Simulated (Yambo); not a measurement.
A G0W0@PBEsol run in Yambo for AlP (zinc blende, space group F-43m, No. 216) under isotropic strain of -3 % on all lattice vectors (4×4×4 Γ-centred k mesh, 149 bands and a 14 Ry block in the screening, 149 bands in G with the Bruneval-Gonze terminator, plasmon pole fitted at 27.2 eV) gives these matrix elements, in eV, at the band edges (Γ → X):

```csv
state,E0,<Vxc>,<Σx>,<Σc(E0)>,Z
valence edge,0.000,-11.998,-14.308,1.072,0.777
conduction edge,1.254,-8.707,-4.836,-3.763,0.803
```

Question: Solve the linearised quasiparticle equation for both states, give the gap, and say how exchange and correlation each act on it.

Answer: E = E0 + Z(Σx + Σc − Vxc). Valence: 0.000 + 0.777 × (-14.308 + (1.072) − (-11.998)) = -0.96 eV. Conduction: 1.254 + 0.803 × (-4.836 + (-3.763) − (-8.707)) = 1.34 eV. The gap is 2.30 eV, against 1.25 eV in PBEsol. Replacing Vxc by bare exchange alone would open it by 6.18 eV; correlation takes back 4.83 eV of that, and Z scales what is left. Convergence of the G0W0 settings was not tested. 

Geometry strained from the cell relaxed with PBEsol, atoms relaxed again; primitive cell a = b = c = 3.7517 Å, α = β = γ = 60.00°.
